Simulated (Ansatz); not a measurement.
An Ansatz (an electronic-structure program) input:

Ansatz 0.2 input:
```yaml
crystal:
  lattice:
    - [4.3401767942, 0.0, 0.0]
    - [-2.1700883971, 3.7587033607, 0.0]
    - [0.0, 0.0, 7.0777210673]
  atoms:
    - { symbol: Cd, position: [0.6666666667, 0.3333333333, 0.0005550321] }
    - { symbol: Cd, position: [0.3333333333, 0.6666666667, 0.5005550321] }
    - { symbol: Se, position: [0.6666666667, 0.3333333333, 0.6246449679] }
    - { symbol: Se, position: [0.3333333333, 0.6666666667, 0.1246449679] }
kpoints:
  mp_grid: { grid: [6, 6, 3] }
hamiltonian:
  xc: hse06
  pseudopotentials: { kind: paw }
scf:
  n_extra_bands: 6
  occupations: { method: fixed }
output:
  eigenvalues: true
  eigenstates:
    e_range: [-9.0, 9.7]
    kpoints:
      - [0.0, 0.0, 0.0]  # VBM
      - [0.0, 0.0, 0.0]  # CBM
```

Task: How many symmetry operations and irreducible k-points will the run report?

Result: 12 operations, 14 of 108 k-points.

Task: With a cutoff of 420 eV, how many plane waves at Γ?

Result: 2273.

It took roughly 2.5 core-minutes on shared server cores.

The points marked VBM and CBM come from a semilocal run.

Space group P6_3mc (wurtzite). The cell was relaxed with r²SCAN under the symmetry of its start.

Potentials: the later of the program's two PAW sets.

Ansatz is a plane-wave DFT program.
